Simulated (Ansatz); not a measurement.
Moving the functional in Hf2Pd2Se2Br2O3

Space group P1 (No. 1). a = 5.761 Å, b = 5.870 Å, c = 6.872 Å, α = 96.27°, β = 102.51°, γ = 95.11°
```csv
atom,site,symmetry,x,y,z
Hf,1a,1,0.7454,0.3960,0.3499
Hf,1a,1,0.2876,0.4532,0.5940
Pd,1a,1,0.9085,0.1329,0.8485
Pd,1a,1,0.2525,0.9032,0.3587
Se,1a,1,0.6347,0.4036,0.9372
Se,1a,1,0.6260,0.7817,0.5302
Br,1a,1,0.8527,0.9909,0.1535
Br,1a,1,0.2253,0.8208,0.8622
O,1a,1,0.9604,0.2893,0.5903
O,1a,1,0.4323,0.2452,0.4086
O,1a,1,0.0746,0.5831,0.3668
```

The cell comes from a database or a generator and needn't be the stable form of this composition.

Kept alike: task band structure; k mesh 4 × 4 × 3; occupations fermi-dirac, width 0.05 eV; no spin polarisation. Program: Ansatz, all-electron LAPW, scalar-relativistic. The mesh is that of the run's cell of 11 atoms. No spin-orbit coupling.

| run | band gap (eV) | pressure (GPa) |
| --- | --- | --- |
| A | 0.224 | 0.02 |
| B | 0.247 | 2.79 |
| C | 0.175 | -7.20 |

Pressure is positive in compression. Spin-orbit coupling, left out here, moves the band edges of heavy atoms and can close or invert small gaps. Gaps are the smaller of the mesh's and the band path's.

Problem. The runs differ in the functional alone: LDA; PBE; RPBE. Which run is which?

Solution. Run A is PBE; run B is RPBE; run C is LDA. The band gap runs from 0.175 (LDA) to 0.247 eV (RPBE). From PBE: LDA -0.049; RPBE +0.023. The pressure runs from -7.20 (LDA) to 2.79 GPa (RPBE). From PBE: LDA -7.22; RPBE +2.77.
